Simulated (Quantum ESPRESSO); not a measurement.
# Moving one atom in GaGe7

These are calculations, not measurements. They come from pw.x of Quantum ESPRESSO 7.5, a plane-wave density functional program, with PseudoDojo standard norm-conserving files (v0.5 for PBE, v0.4.1 for LDA and PBEsol). The cells are made up: elements, strain and atom displacements were drawn at random, and nothing was relaxed. There is no spin polarisation, spin-orbit coupling or dispersion term.

The cell has 8 sites of a zincblende or diamond lattice. Sites 1 to 4 hold Ga Ge Ge Ge; sites 5 to 8 hold Ge Ge Ge Ge. Cell vectors in Å: (5.761, -0.041, -0.002); (-0.041, 5.683, 0.017); (-0.002, 0.017, 5.668). Settings: PBE, cutoff 1088 eV, 6 x 6 x 6 k mesh shifted by half a step, Fermi-Dirac smearing of 0.1 eV.

Each run shifts the Ge atom on site 2 along x and leaves all else fixed. Site 6 is one of its nearest neighbours. E is the free energy of the cell above the lowest run shown.

| run | shift (Å) | Fx on site 2 (eV/Å) | Fx on site 6 (eV/Å) | P (GPa) | E (meV) |
| --- | --- | --- | --- | --- | --- |
| 1 | -0.1130 | 1.118 | -0.402 | 2.45 | 71.2 |
| 2 | -0.0397 | 0.478 | -0.291 | 2.35 | 12.6 |
| 4 | 0.0236 | -0.079 | -0.182 | 2.33 | 0.0 |
| 5 | 0.0345 | -0.174 | -0.162 | 2.33 | 1.4 |
| 6 | 0.0462 | -0.278 | -0.141 | 2.34 | 4.0 |
| 7 | 0.1006 | -0.756 | -0.031 | 2.39 | 32.2 |
| 3 | -0.0081 | ? | ? | ? | ? |

A rerun of one of these cells at 1377 eV and k mesh 8 x 8 x 8 moved values by no more than 0.005 eV in the cell's energy, 0.07 GPa in stress and 0.008 eV/Å in force.

## Worked fit

A parabola through the six runs shown gives Fx on site 2 = 0.129 - 8.78 u - 0.2 u² eV/Å, with u in Å and a scatter of 0.001 eV/Å. Minus the slope, 8.78 ± 0.03 eV/Å², is this atom's force constant along x at u = 0, with its periodic images moving too. The fitted force vanishes at u = 0.015 Å, where the energy should be lowest along this line. The error is the larger of the fit's own and the change that a cubic makes, rounded up.

## Withheld run

Question: what Fx on site 2 should run 3 give?

The fit gives 0.200 eV/Å. The calculation gave 0.200 eV/Å.

```
run  shift (Å)  Fx on site 2 (eV/Å)  Fx on site 6 (eV/Å)  P (GPa)  E (meV)
  3    -0.0081                0.200               -0.239     2.33      1.9
```